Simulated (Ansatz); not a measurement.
Ti$_{2}$O (anti-CdI2 type, space group No. 164), plane-wave PAW LDA (Ansatz code), all energies at zero smearing, with the estimated change up to a 700 eV cutoff added, with one set of potentials and settings (totals compare only within such a set). Cell of 3 atoms (2 Ti, 1 O): -5459.287 eV.

```tsv
element	reference phase	E (eV/atom)
Ti	P6/mmm, 3 atoms in the cell	-2450.3259
O	C2/m, 4 atoms in the cell, spin-polarised	-552.6518
```

Formation energy per atom, worked out: (-5459.287 − 2×(-2450.3259) − 1×(-552.6518))/3 = -1.994 eV/atom (-192 kJ per mol of atoms), at 0 K, without zero-point energy or fitted corrections.

Space group P-3m1 (anti-CdI2 type). The workflow started from a Materials Project entry (that database holds measured and hypothetical structures alike); the Crystallography Open Database files this formula in space group No. 164, but the cells were not matched. Whether it is the stable phase at ambient conditions was not checked. Symmetry was held in the LDA relaxation; its stability against distortions is not shown here. No spin polarisation was allowed. The references are the lowest solids computed at this level, not always the standard phases (solids in place of the gases).

Potentials: the later of the program's two PAW sets.
